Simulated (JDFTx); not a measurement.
An input for JDFTx (a modified build) (V(211), CANDLE, water, 0.5 M KCl; bohr, hartree) and the course of its log:

```
lattice \
  4.8808491877 0.0000000000 0.0000000000 \
  0.0000000000 7.9703933637 0.0000000000 \
  0.0000000000 0.0000000000 46.2982900533
coords-type Lattice
ion V 0.7073656100 0.5000000000 -0.1684432357 0
ion V 0.0833333331 0.0000000000 -0.1242407860 0
ion V 0.4166666666 0.5000000000 -0.0745444720 0
ion V 0.7500000001 0.0000000000 -0.0248481570 0
ion V 0.0833333331 0.5000000000 0.0248481570 0
ion V 0.4166666666 0.0000000000 0.0745444720 0
ion V 0.7500000001 0.5000000000 0.1242407860 0
ion V 0.1259677232 0.0000000000 0.1684432357 0
ion-species pseudo/v_pbe_v1.4.upf
elec-cutoff 20 100
elec-ex-corr gga-PBE
coulomb-interaction Slab 001
coulomb-truncation-embed 0 0 0
kpoint-folding 8 6 1
elec-smearing Fermi 0.01
elec-n-bands 68
target-mu -0.100693
electronic-scf nIterations 100 energyDiffThreshold 1e-07
fluid LinearPCM
pcm-variant CANDLE
fluid-solvent H2O
fluid-cation K+ 0.5
fluid-anion Cl- 0.5
fluid-minimize nIterations 400 knormThreshold 1e-12
wavefunction read f0.wfns
elec-initial-eigenvals f0.eigenvals
elec-initial-fillings read f0.fillings
fluid-initial-state f0.fluidState
dump-name f0_u0.$VAR
dump End State Ecomponents EigStats BandEigs Forces ElecDensity IonicPositions Fillings Kpoints Dtot FluidDebug BoundCharge FluidDensity
```

```
[one cycle in 5 is shown, and the last three; fluid-solver lines are left out]
	FillingsUpdate:  mu: -0.100693000  nElectrons: 111.276066
SCF: Cycle:  0   G: -551.779852164139129   dG: +1.148e+01   |Residual|: 4.688e-01   |deigs|: 1.934e-06
	FillingsUpdate:  mu: -0.100693000  nElectrons: 106.892379
SCF: Cycle:  5   G: -561.227871849110215   dG: +8.122e-02   |Residual|: 1.544e-01   |deigs|: 1.306e-03
	FillingsUpdate:  mu: -0.100693000  nElectrons: 109.150175
SCF: Cycle: 10   G: -557.307638248367311   dG: -3.073e+00   |Residual|: 3.133e-01   |deigs|: 4.764e-03
	FillingsUpdate:  mu: -0.100693000  nElectrons: 107.140988
SCF: Cycle: 15   G: -561.184396632174526   dG: -8.052e+00   |Residual|: 2.033e-01   |deigs|: 1.449e-02
	FillingsUpdate:  mu: -0.100693000  nElectrons: 103.648526
SCF: Cycle: 20   G: -563.177374042609017   dG: +6.857e-02   |Residual|: 2.874e-02   |deigs|: 2.078e-03
	FillingsUpdate:  mu: -0.100693000  nElectrons: 104.874957
SCF: Cycle: 25   G: -563.140703556021322   dG: +1.129e-01   |Residual|: 5.755e-02   |deigs|: 2.514e-03
	FillingsUpdate:  mu: -0.100693000  nElectrons: 105.612509
SCF: Cycle: 30   G: -562.714236984931290   dG: -6.771e-01   |Residual|: 1.065e-01   |deigs|: 2.413e-03
	FillingsUpdate:  mu: -0.100693000  nElectrons: 107.229775
SCF: Cycle: 35   G: -561.088010405252703   dG: -1.027e+00   |Residual|: 1.993e-01   |deigs|: 2.372e-03
	FillingsUpdate:  mu: -0.100693000  nElectrons: 111.640268
SCF: Cycle: 40   G: -549.950765369799569   dG: -1.380e-01   |Residual|: 5.007e-01   |deigs|: 2.086e-04
	FillingsUpdate:  mu: -0.100693000  nElectrons: 110.473366
SCF: Cycle: 45   G: -553.807865870376418   dG: -5.874e-01   |Residual|: 4.254e-01   |deigs|: 8.638e-04
	FillingsUpdate:  mu: -0.100693000  nElectrons: 113.240966
SCF: Cycle: 50   G: -544.059733882718660   dG: +1.806e+01   |Residual|: 5.728e-01   |deigs|: 2.775e-02
	FillingsUpdate:  mu: -0.100693000  nElectrons: 112.274088
SCF: Cycle: 55   G: -548.254772839595717   dG: +1.093e+01   |Residual|: 5.134e-01   |deigs|: 1.629e-02
	FillingsUpdate:  mu: -0.100693000  nElectrons: 108.996342
SCF: Cycle: 60   G: -557.750611997609781   dG: -2.912e+00   |Residual|: 3.315e-01   |deigs|: 4.925e-03
	FillingsUpdate:  mu: -0.100693000  nElectrons: 113.059475
SCF: Cycle: 65   G: -544.947220580707153   dG: +1.310e+00   |Residual|: 5.859e-01   |deigs|: 1.585e-03
	FillingsUpdate:  mu: -0.100693000  nElectrons: 110.709402
SCF: Cycle: 70   G: -553.473243552840472   dG: +8.592e+00   |Residual|: 4.339e-01   |deigs|: 1.618e-02
	FillingsUpdate:  mu: -0.100693000  nElectrons: 111.145954
SCF: Cycle: 75   G: -552.045456689065986   dG: -1.327e+00   |Residual|: 4.656e-01   |deigs|: 1.809e-03
	FillingsUpdate:  mu: -0.100693000  nElectrons: 106.754794
SCF: Cycle: 80   G: -561.854411149730026   dG: +5.192e-01   |Residual|: 1.828e-01   |deigs|: 1.679e-03
	FillingsUpdate:  mu: -0.100693000  nElectrons: 110.203588
SCF: Cycle: 85   G: -554.686556240380696   dG: +9.511e-01   |Residual|: 4.131e-01   |deigs|: 1.545e-03
	FillingsUpdate:  mu: -0.100693000  nElectrons: 112.426594
SCF: Cycle: 90   G: -547.979871958219405   dG: +7.407e+00   |Residual|: 5.296e-01   |deigs|: 9.898e-03
	FillingsUpdate:  mu: -0.100693000  nElectrons: 114.985974
SCF: Cycle: 95   G: -535.025565624469891   dG: +1.943e+01   |Residual|: 7.509e-01   |deigs|: 2.096e-02
	FillingsUpdate:  mu: -0.100693000  nElectrons: 110.785954
SCF: Cycle: 97   G: -551.241063236433547   dG: -9.913e+00   |Residual|: 4.668e-01   |deigs|: 1.096e-02
	FillingsUpdate:  mu: -0.100693000  nElectrons: 110.247231
SCF: Cycle: 98   G: -552.789475370000901   dG: -1.548e+00   |Residual|: 4.323e-01   |deigs|: 2.277e-03
	FillingsUpdate:  mu: -0.100693000  nElectrons: 125.255085
SCF: Cycle: 99   G: -453.705265616453460   dG: +9.908e+01   |Residual|: 1.542e+00   |deigs|: 4.882e-02
SCF: None of the convergence criteria satisfied after 100 iterations.
IonicMinimize: Iter:   0  G: -453.705265616453460  |grad|_K:  0.000e+00
IonicMinimize: Converged (|grad|_K<1.000000e-04).
```

This run gave no converged result. The electronic loop ended without meeting its threshold, so the last energy, electron count and forces aren't results.
